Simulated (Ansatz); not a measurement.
# Ti

```
Ti
1.0
     0.00000    2.03000    2.03000
     2.03000    0.00000    2.03000
     2.03000    2.03000    0.00000
Ti
1
Direct
  0.00000 0.00000 0.00000
```

The cell comes from COD entry 1534878, which wasn't checked; take it as a given geometry.

The calculation used Ansatz 0.2.0, DFT, LDA, all-electron LAPW, scalar-relativistic.

Sampling and basis: a Γ-centred 15×15×15 k mesh, Fermi–Dirac smearing of 0.05 eV, basis error target 0.25 meV/atom, no spin polarisation.

```
Pressure at this cell                             : -4.82 GPa
Band gap                                          : none: bands cross the Fermi level, a metal
Density of states at the Fermi level (0.2 eV bin) : 1.74 states/eV per cell
Volume per atom                                   : 16.73 Å³
```
